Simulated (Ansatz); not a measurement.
## Calculated ²⁰⁹Bi NMR of the central transition for Bi2Se3

Cell: an entry of the Crystallography Open Database (COD) whose atoms were relaxed with PBE, the cell held.

```cif
data_structure
_symmetry_space_group_name_H-M 'P 1'
_symmetry_Int_Tables_number 1
_cell_length_a 9.8405
_cell_length_b 9.8405
_cell_length_c 9.8405
_cell_angle_alpha 24.304
_cell_angle_beta 24.304
_cell_angle_gamma 24.304
_cell_volume 141.89
loop_
_atom_site_label
_atom_site_type_symbol
_atom_site_fract_x
_atom_site_fract_y
_atom_site_fract_z
_atom_site_occupancy
Bi1 Bi 0.40061 0.40061 0.40061 1
Bi2 Bi 0.59939 0.59939 0.59939 1
Se3 Se 0.00000 0.00000 0.00000 1
Se4 Se 0.21115 0.21115 0.21115 1
Se5 Se 0.78885 0.78885 0.78885 1
```

Sites (sets of like atoms) are named by element and the number of their first atom in this list.

The numbers come from a DFT calculation in Ansatz (PBE, plane waves and PAW, scalar-relativistic, 420 eV cutoff, Γ-centred 9×9×9 k-points, Fermi–Dirac smearing 0.02 eV).

²⁰⁹Bi has I = 9/2 and Q = -516.0 mb (Pyykkö 2018); at 16.4 T its Larmor frequency is ν₀ = 114.2 MHz (from the bare nuclear moment; shielding lowers the observed one by a per cent or two). Only the quadrupole interaction is simulated: positions count from each site's isotropic chemical shift, and J coupling is left out, as are shift anisotropy and dipolar coupling, which fast spinning averages.

Problem. Give C_Q, η, the quadrupolar product P_Q = |C_Q|(1 + η²/3)^½, the second-order isotropic shift and the breadth of the pattern (fast magic-angle spinning) for each Bi site.

Solution. 

```csv
site,first shell,C_Q (MHz),η,P_Q (MHz),δ_QIS (ppm),breadth (kHz)
Bi,6 Se at 2.86–3.07 Å,-8.35,0.00,8.35,-7.43,1.82
```

δ_QIS = −(ν_Q²/30ν₀²)[I(I+1) − 3/4](1 + η²/3) × 10⁶ ppm with ν_Q = 3|C_Q|/[2I(2I−1)]; it falls as 1/B₀² in ppm, and the breadth as 1/B₀ in kHz.

An axis of threefold or higher order runs through Bi, so V_zz lies along it and η is zero.

Spin–orbit coupling is left out, which shifts gradients on Bi by a few per cent in wide-gap crystals, and can shift them far more where the calculated gap is small or absent, as here. Newer work puts Q(²⁰⁹Bi) near −420 mb, which would lower these couplings by about a fifth. With a gap of 0.2 eV on this mesh, small gradients can still move by 0.1 × 10²¹ V/m² or more as the k-mesh gets denser.
